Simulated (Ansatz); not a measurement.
TaRu (L1₀ or tetragonal B2, P4/mmm) under volume change, the program Ansatz at the PBEsol level (PAW), shape and atoms relaxed at each volume.

```tsv
V (Å³/atom)	E − E(relaxed) (meV/atom)	P (GPa)
14.091	125.9	31.45
14.555	…	…
15.020	…	…
15.484	0.0	0.00
15.949	11.2	-7.55
16.413	42.8	-14.01
16.878	91.6	-19.53
```

**Question.** Some entries are withheld; supply them.

**Answer.** 
- 15.020, E − E(relaxed) (meV/atom): 12.5
- 15.020, P (GPa): 8.87
- 14.555, E − E(relaxed) (meV/atom): 52.9
- 14.555, P (GPa): 19.26

**Question.** What does a third-order Birch–Murnaghan fit give for V₀, B₀ and B′?

**Answer.** V₀ = 15.48 Å³/atom, B₀ = 272 GPa, B′ = 4.3.

The workflow started from a Materials Project entry (that database holds measured and hypothetical structures alike); the Crystallography Open Database files this formula in space group No. 123, but the cells were not matched. Whether it is the stable phase at ambient conditions was not checked. Symmetry was held in the PBEsol relaxation; whether a distortion lowers the energy is not shown. No spin polarisation was allowed. Scalar-relativistic: spin–orbit coupling is off unless named, which matters more the heavier the elements.

Potentials: the earlier of the program's two PAW sets. The files were generated under PBE; for other functionals the program regenerates the frozen cores, and for LDA and PBEsol the local potential too.
